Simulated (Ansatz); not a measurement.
Ga:
```cif
data_Ga2
_chemical_formula_sum 'Ga2'
_space_group_name_H-M_alt 'P 1'
_space_group_IT_number 1
_cell_length_a 2.92577
_cell_length_b 2.92577
_cell_length_c 4.84354
_cell_angle_alpha 90.000
_cell_angle_beta 90.000
_cell_angle_gamma 120.000
loop_
_space_group_symop_operation_xyz
  'x, y, z'
loop_
_atom_site_label
_atom_site_type_symbol
_atom_site_fract_x
_atom_site_fract_y
_atom_site_fract_z
_atom_site_occupancy
Ga1 Ga 0.33333 0.66667 0.75000 1
Ga2 Ga 0.66667 0.33333 0.25000 1
```

This is the r²SCAN-relaxed structure.

All from DFT-r²SCAN in the program Ansatz with PAW potentials, unless another level is named. Estimate the density of states at the Fermi level.

0.38 states/eV per atom (mean over ±0.08 eV).

What about the gap with spin–orbit coupling?

none (metallic).

Space group P6_3/mmc (hcp (Mg type)). The start of the workflow was typed in or built on a structure type; neither database checked (COD, Materials Project) lists it. It is not the phase usual at ambient conditions (space group No. 64). Symmetry was held in the r²SCAN relaxation. At this level the phase is mechanically unstable. Scalar-relativistic: spin–orbit coupling is off unless named, which matters more the heavier the elements.

Potentials: the earlier of the program's two PAW sets.
